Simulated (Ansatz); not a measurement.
**Question.** Name crystals whose computed values (DFT-LDA in the program Ansatz with PAW potentials) fall in these windows: G_Hill (GPa) 11 to 14; Θ_D (K) 120 to 170; B₀ by P(V) fit (GPa) 12 to 17.

**Answer.** 

```tsv
crystal	G_Hill (GPa)	Θ_D (K)	B₀ by P(V) fit (GPa)
I, molecular I2 type	12.6	147	15.2
MgI2, CdI2 type	11.0	158	16.7
```
Others may fit too.

Weakly bound layers, chains or molecules computed without a dispersion correction, so cells and soft constants are ill determined: I, molecular I2 type; MgI2, CdI2 type. All cells were relaxed under the symmetry of their starts (and spin orders); stability against distortions was not tested throughout. Spin–orbit coupling is left out wherever it is not named.

Potentials: the later of the program's two PAW sets.
